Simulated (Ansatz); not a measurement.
PbS:
```xyz
4
Lattice="2.0706 -5.9122 0.0000 2.0706 5.9122 0.0000 0.0000 0.0000 4.2610" Properties=species:S:1:pos:R:3 pbc="T T T"
Pb     2.0706    -4.3913     3.1957
Pb     2.0706     4.3913     1.0652
S      2.0706    -1.7114     3.1957
S      2.0706     1.7114     1.0652
```

Relaxed with r²SCAN+D4.

Q: Give the Bader charges and basin volumes of the independent atoms, the program Ansatz at the r²SCAN+D4 level (PAW).

A: 

```
atom  Bader charge (e)  Bader volume (Å³)
----  ----------------  -----------------
Pb1              +1.03               24.5
S3               -1.03               27.6
```

Space group Cmcm. The first step of the workflow began from a Materials Project structure, measured or hypothetical; the Crystallography Open Database copy checked does not list it. It is not the phase usual at ambient conditions (space group No. 225). The cell was relaxed with r²SCAN+D4 under the symmetry of its start; whether a distortion lowers the energy is not shown. Spin–orbit coupling is left out wherever it is not named.

Potentials: the later of the program's two PAW sets.
